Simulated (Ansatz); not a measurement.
Theory: DFT PBE, scalar-relativistic, plane waves, PAW in Ansatz. Cutoff 420 eV, Γ-centred meshes of about 0.25 Å⁻¹ or finer for metals and 0.3 Å⁻¹ for insulators (2π included), Gaussian smearing. No spin polarisation.

Temperature and zero-point effects are left out.

Compare these two cells of BaCd3Se4, each relaxed at this level.

A. Space group I-42m (No. 121), tetragonal, a = 7.249 Å, c = 8.309 Å. Ba is surrounded by 4 Se at 3.14 Å, 4 Cd at 3.62 Å and 4 Se at 3.63 Å; around Cd on a site of symmetry 222 lie 4 Se at 2.90 Å, 2 Ba at 3.62 Å and 2 Cd at 3.62 Å; Cd on a site of symmetry -42m is surrounded by 4 Se at 2.64 Å; Se has 1 Cd at 2.64 Å, 2 Cd at 2.90 Å, 1 Ba at 3.14 Å and 1 Ba at 3.63 Å.

B. Space group P2/m (No. 10), monoclinic, a = 7.213 Å, b = 4.180 Å, c = 7.334 Å, β = 96.9°. Around Ba lie 6 Se at 3.21–3.24 Å, 2 Cd at 3.67 Å, 4 Cd at 4.17 Å and 2 Ba at 4.18 Å; around Cd on its first site lie 4 Se at 2.84 Å, 2 Se at 3.50 Å, 2 Cd at 3.67 Å, 4 Ba at 4.17 Å and 2 Cd at 4.18 Å; Cd on its second site has 6 Se at 2.86–3.00 Å and 2 Ba at 3.67 Å; Cd on its third site is surrounded by 2 Se at 2.63 Å and 4 Se at 3.12 Å; Se on its first site has 1 Cd at 2.63 Å, 2 Cd at 2.86 Å and 2 Ba at 3.21 Å; 1 more site not described.

Question: Which is lower in energy, and by how much?

Answer: B is lower, by 15 meV/atom. A has space group I-42m (No. 121), 27.3 Å³/atom and a gap of 0.10 eV on its mesh; B has space group P2/m (No. 10), 27.4 Å³/atom and a gap of 0.44 eV. Counting Se atoms around Ba and Cd (those within 1.25 times the shortest such distance or 1.15 times the sum of covalent radii, 1.27 where that leaves under three; a plus sign parts nearer from farther groups; a slash parts the counts of unlike sites), A has Ba 4+4, Cd 4 and B has Ba 6, Cd 2+4/4+2/6. Both come from trial cells of a structure search, whose lowest cell (Amm2, 31.4 Å³/atom) lies 110 meV/atom below the lower of the two.

Kohn–Sham gaps at this level usually fall short of measured ones. Small gaps are read on the mesh alone, and bands can cross between its points. With atoms moved at random, B went lower on a coarse mesh, which no converged run confirmed. Other cells relaxed within their symmetry can be saddle points. Some types were kept out of the candidates beforehand, so the set may lack a known form.
